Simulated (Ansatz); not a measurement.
# Relaxing an invented Ga₂SeS₂ structure

Theory: DFT PBE, scalar-relativistic, plane waves, PAW in Ansatz 0.2.0. Cutoff 420 eV, Gaussian smearing, Γ-centred meshes. Cell and atoms relax first on a coarse mesh and then on a finer one. In between, the cell is made exact in the group found at 0.06 Å. In metals the finer mesh still leaves noise of several meV/atom or more. The steps can't lower the symmetry of their start. No spin polarisation.

Recipe of this trial structure of Ga₂SeS₂: random cell by space group and Wyckoff sites (P6/mmm, No. 191). Lengths were set from tabulated atomic sizes, so they are only a guess.

```
Ga Se S
1.0
     4.10070    0.00000    0.00000
    -2.05035    3.55131    0.00000
     0.00000    0.00000    8.91487
Ga Se S
2 1 2
Cartesian
  0.0000 0.0000 5.4376
  0.0000 0.0000 3.4772
  0.0000 0.0000 0.0000
  0.0000 2.3675 4.4574
  2.0503 1.1838 4.4574
```

Energies over the elements count from the elements' standard structures at the same level, with no fitted energy shifts.

Q: What does it relax into?

A: The symmetry stays P6/mmm (No. 191). The volume per atom grows by 1.5 %, from 26.0 to 26.3 Å³. The shortest distance goes from 1.96 Å (Ga–Ga) to 2.37 Å (Ga–Se). The ratio c/a of the conventional cell changes by a factor of 0.77. The energy falls by about 1.1 eV/atom (the start's value is from the coarse mesh). Conventional cell: a = 4.489 Å, c = 7.549 Å. Ga is surrounded by 1 Se at 2.37 Å, 1 Ga at 2.80 Å and 6 S at 2.95 Å; Se is surrounded by 2 Ga at 2.37 Å; S has 3 S at 2.59 Å and 6 Ga at 2.95 Å.

```yaml
crystal:
  lattice:
    - [4.48885, 0.00000, 0.00000]
    - [-2.24443, 3.88746, 0.00000]
    - [0.00000, 0.00000, 7.54887]
  atoms:
    - { symbol: Ga, position: [0.00000, 0.00000, 0.68559] }
    - { symbol: Ga, position: [0.00000, 0.00000, 0.31441] }
    - { symbol: Se, position: [0.00000, 0.00000, 0.00000] }
    - { symbol: S, position: [0.33333, 0.66667, 0.50000] }
    - { symbol: S, position: [0.66667, 0.33333, 0.50000] }
```

Q: How does it come out in energy, and is it a metal?

A: The formation energy is +0.29 eV/atom and the gap on the 12×12×6 mesh of the 5-atom cell is 0 eV (a metal).

A positive value: parting into the elements would lower its energy.

The last run used Gaussian smearing of 0.10 eV. No dispersion correction is applied, so the spacing and binding between layers, chains or molecules are poorly described. The cell is a metal run without spin; a magnetic state may lie lower. The reference forms of S and Se are held partly by dispersion forces, which this level lacks. A structure relaxed within its symmetry needn't be a true minimum. Another cell of Ga2SeS2 relaxed alike, in P-3m1, lies 0.78 eV/atom lower, so this cell isn't the stable form at this level.
